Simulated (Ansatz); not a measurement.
ZrAg:
```cif
data_AgZr
_chemical_formula_sum 'Ag1 Zr1'
_space_group_name_H-M_alt 'P 1'
_space_group_IT_number 1
_cell_length_a 4.00799
_cell_length_b 4.00799
_cell_length_c 4.00799
_cell_angle_alpha 60.000
_cell_angle_beta 60.000
_cell_angle_gamma 60.000
loop_
_space_group_symop_operation_xyz
  'x, y, z'
loop_
_atom_site_label
_atom_site_type_symbol
_atom_site_fract_x
_atom_site_fract_y
_atom_site_fract_z
_atom_site_occupancy
Ag1 Ag 0.00000 0.00000 0.00000 1
Zr1 Zr 0.50000 0.50000 0.50000 1
```

Relaxed with PBE.

Problem. Which orbitals make up the states near the Fermi level in DFT-PBE in the program Ansatz with PAW potentials?

Solution. Within 0.5 eV of the Fermi level: Zr 4d 82 %, Ag 4d 6 %, outside the projected shells 7 %. Projections are on Löwdin-orthogonalised atomic valence shells; empty p or d shells of many metals are not among them.

Problem. Tabulate the density of states.

Solution. States/eV per cell of 2 atoms, in 0.25 eV bins, energy from the Fermi level.

| E (eV) | total | Ag 4d | Zr 4d | Zr 5s |
|---|---|---|---|---|
| -6.45 | 0.00 | 0.00 | 0.00 | 0.00 |
| -6.20 | 0.09 | 0.00 | 0.00 | 0.04 |
| -5.95 | 0.64 | 0.38 | 0.07 | 0.10 |
| -5.70 | 6.73 | 5.69 | 0.59 | 0.26 |
| -5.45 | 13.51 | 12.24 | 0.76 | 0.26 |
| -5.20 | 11.16 | 10.47 | 0.32 | 0.14 |
| -4.95 | 8.25 | 7.97 | 0.08 | 0.09 |
| -4.70 | 0.81 | 0.60 | 0.01 | 0.10 |
| -4.45 | 0.34 | 0.08 | 0.02 | 0.12 |
| -4.20 | 0.39 | 0.08 | 0.03 | 0.14 |
| -3.95 | 0.46 | 0.08 | 0.04 | 0.15 |
| -3.70 | 0.57 | 0.08 | 0.09 | 0.17 |
| -3.45 | 0.93 | 0.08 | 0.29 | 0.20 |
| -3.20 | 1.12 | 0.07 | 0.44 | 0.19 |
| -2.95 | 1.21 | 0.06 | 0.51 | 0.17 |
| -2.70 | 1.43 | 0.07 | 0.63 | 0.12 |
| -2.45 | 0.35 | 0.02 | 0.14 | 0.04 |
| -2.20 | 0.06 | 0.00 | 0.02 | 0.00 |
| -1.95 | 0.44 | 0.02 | 0.18 | 0.07 |
| -1.70 | 0.61 | 0.03 | 0.33 | 0.12 |
| -1.45 | 0.98 | 0.04 | 0.60 | 0.20 |
| -1.20 | 1.24 | 0.05 | 0.81 | 0.23 |
| -0.95 | 1.56 | 0.04 | 0.99 | 0.27 |
| -0.70 | 1.41 | 0.04 | 0.77 | 0.14 |
| -0.45 | 1.06 | 0.05 | 0.78 | 0.03 |
| -0.20 | 3.67 | 0.18 | 2.91 | 0.03 |
| 0.05 | 3.21 | 0.18 | 2.71 | 0.02 |
| 0.30 | 3.34 | 0.20 | 2.84 | 0.03 |
| 0.55 | 2.17 | 0.15 | 1.85 | 0.02 |
| 0.80 | 1.52 | 0.09 | 1.30 | 0.01 |
| 1.05 | 1.38 | 0.08 | 1.19 | 0.01 |
| 1.30 | 1.31 | 0.08 | 1.15 | 0.01 |
| 1.55 | 1.94 | 0.09 | 1.76 | 0.01 |
| 1.80 | 2.56 | 0.06 | 2.38 | 0.01 |
| 2.05 | 3.42 | 0.05 | 3.19 | 0.03 |
| 2.30 | 3.99 | 0.10 | 3.45 | 0.22 |
| 2.55 | 2.64 | 0.11 | 1.99 | 0.21 |
| 2.80 | 1.17 | 0.05 | 0.77 | 0.09 |
| 3.05 | 0.70 | 0.01 | 0.30 | 0.21 |
| 3.30 | 1.49 | 0.02 | 0.56 | 0.52 |
| 3.55 | 1.13 | 0.01 | 0.33 | 0.30 |
| 3.80 | 0.83 | 0.01 | 0.21 | 0.21 |
| 4.05 | 0.69 | 0.01 | 0.16 | 0.16 |
| 4.30 | 0.62 | 0.01 | 0.13 | 0.14 |
| 4.55 | 0.67 | 0.01 | 0.13 | 0.16 |
| 4.80 | 0.76 | 0.02 | 0.13 | 0.19 |

Space group Fm-3m (rock salt). The start of the workflow was typed in or built on a structure type; neither database checked (COD, Materials Project) lists it. COD files the formula under space group No. 129. Its standing as an ambient phase is unchecked. Symmetry was held in the PBE relaxation; whether a distortion lowers the energy is not shown. No spin polarisation was allowed. Its formation energy is positive at this level, so the cell may be metastable or incomplete. Scalar-relativistic: spin–orbit coupling is off unless named, which matters more the heavier the elements.

Potentials: the later of the program's two PAW sets.
